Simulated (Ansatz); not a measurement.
Relaxed-ion elastic tensor of Sr2TaNO3 in space group I4mm (No. 107; Pearson symbol tI14) in GPa (Voigt order), DFT-PBEsol in the program Ansatz with PAW potentials; density 6.81 g/cm³, 14.56 Å³ per atom.

```
 297  61.9  84.6   0.0   0.0   0.0
61.9   297  84.6   0.0   0.0   0.0
84.6  84.6   211   0.0   0.0   0.0
 0.0   0.0   0.0  66.0   0.0   0.0
 0.0   0.0   0.0   0.0  66.0   0.0
 0.0   0.0   0.0   0.0   0.0  72.3
```

Q: Is the crystal mechanically stable?

A: Yes: the smallest eigenvalue of C is 66.0 GPa.

Q: Work out the Voigt, Reuss and Hill averages.

A: K_V = 141, K_R = 139, K_H = 140; G_V = 79.1, G_R = 75.3, G_H = 77.2 GPa.

Q: Give Young's modulus, Poisson's ratio, Pugh's ratio and the universal anisotropy index.

A: E = 9KG/(3K + G) = 196 GPa; ν = 0.27; K/G = 1.81 (near the Pugh limit of 1.75, no verdict); A_U = 5G_V/G_R + K_V/K_R − 6 = 0.27.

Q: Estimate the sound speeds and the Debye temperature.

A: v_l = √((K + 4G/3)/ρ) = 5970 m/s, v_t = √(G/ρ) = 3370 m/s, mean 3740 m/s; Θ = (h/k)(3n/4πV)^(1/3) v_m = 457 K.

Q: How much does each axis shrink under pressure?

A: Linear compressibilities β_i = Σ_j S_ij (j = 1 to 3): x 2.1, y 2.1, z 3.1 per TPa.

The start of the workflow was typed in or built on a structure type; neither database checked (COD, Materials Project) lists it. Whether it is the stable phase at ambient conditions was not checked. The PBEsol relaxation kept the symmetry of its start; whether a distortion lowers the energy is not shown. The run is not spin-polarised. Scalar-relativistic: spin–orbit coupling is off unless named, which matters more the heavier the elements.

Potentials: the earlier of the program's two PAW sets. The files were generated under PBE; for other functionals the program regenerates the frozen cores, and for LDA and PBEsol the local potential too.
